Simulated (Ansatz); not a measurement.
# Relaxing a structure of BAs

The start is a relaxed BAs cell with every coordinate shifted by Gaussian noise of σ = 0.1 Å. The cell and all atomic positions are relaxed at zero pressure with PBEsol (plane waves to 420 eV, PAW, scalar-relativistic; Ansatz, a quantum-chemistry and plane-wave program). The first steps use a coarse 8×8×8 k-mesh.

Starting cell:
```
CELL_PARAMETERS angstrom
      0.00000     2.38386     2.38386
      2.38386     0.00000     2.38386
      2.38386     2.38386     0.00000
ATOMIC_POSITIONS crystal
  As 0.76773 0.72416 0.75265
  B  0.05748 0.97583 0.95808
```

### Question
How much energy is released per atom?

### Answer
0.081 eV/atom.

### Question
Does it find its way back to the structure it was made from?

### Answer
It relaxes back to the parent, F-43m (No. 216).

### Question
Is the relaxed structure metallic? Give its gap.

### Answer
1.08 eV, indirect (valence top at Γ, conduction bottom at 82 % of the way from Γ to X) (no spin-orbit coupling).

It ends as:

Space group F-43m (No. 216); a = 4.7678 Å, b = 4.7678 Å, c = 4.7678 Å, α = 90.00°, β = 90.00°, γ = 90.00°

```tsv
atom	site	symmetry	x	y	z
As	4c	-43m	0.2500	0.2500	0.2500
B	4b	-43m	0.5000	0.5000	0.5000
```
(The calculation used a cell of 2 atoms; values per cell refer to that cell.)

Final values are on a 12×12×12 k-mesh of the relaxed cell. No spin polarisation in the result.
